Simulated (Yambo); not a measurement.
Yambo run on SrTiO3 (cubic perovskite, space group Pm-3m, No. 221). The wavefunctions are PBEsol (pw.x of Quantum ESPRESSO, ONCV potentials, with spin-orbit coupling) ones on a 4×4×4 mesh (40 occupied bands); a = 3.9127 Å, b = 3.9127 Å, c = 3.9127 Å, α = 90.00°, β = 90.00°, γ = 90.00°.

Yambo input:

```
rim_cut
gw0
dyson
el_el_corr
HF_and_locXC
ppa
em1d
RandQpts= 1000000
RandGvec= 1 Ry
EXXRLvcs= 84 Ry
VXCRLvcs= 336 Ry
Chimod= "HARTREE"
% BndsRnXp
 3 | 190 |
%
NGsBlkXp= 6 Ry
% LongDrXp
 1.0 | 1.0 | 1.0 |
%
PPAPntXp= 27.2114 eV
% GbndRnge
 1 | 190 |
%
GTermKind= "BG"
DysSolver= "n"
ExtendOut
% QPkrange
 1 | 1 | 40 | 41 |
 10 | 10 | 40 | 40 |
%
```

k points by index: 1 = Γ, 10 = R.

Resulting energies as the program prints them:

```
#    K-point    Band    Eo [eV]    E [eV]    E-Eo [eV]    Vxc [eV]    Vnlxc [eV]    Sc|Eo [eV]    Sc|E [eV]    dSc/dw|Eo [eV]    Re(Z)    Im(Z)
#
    1    40    -0.346008    -0.647116    -0.301109    -20.29404    -25.19763    4.514652    4.602481    -7.933691    0.774256    -0.001445
    1    41    1.828070    3.117229    1.289159    -18.77655    -11.46840    -5.658789    -6.018993    -7.602070    0.781631    -0.001607
    10    40    0.000000    -0.294926    -0.294926    -19.93972    -25.02404    4.701237    4.789393    -8.129875    0.769958    -0.001498
```
(The two width columns are left out.) Convergence of these settings isn't established.

Geometry of the Materials Project entry, not relaxed at this level.
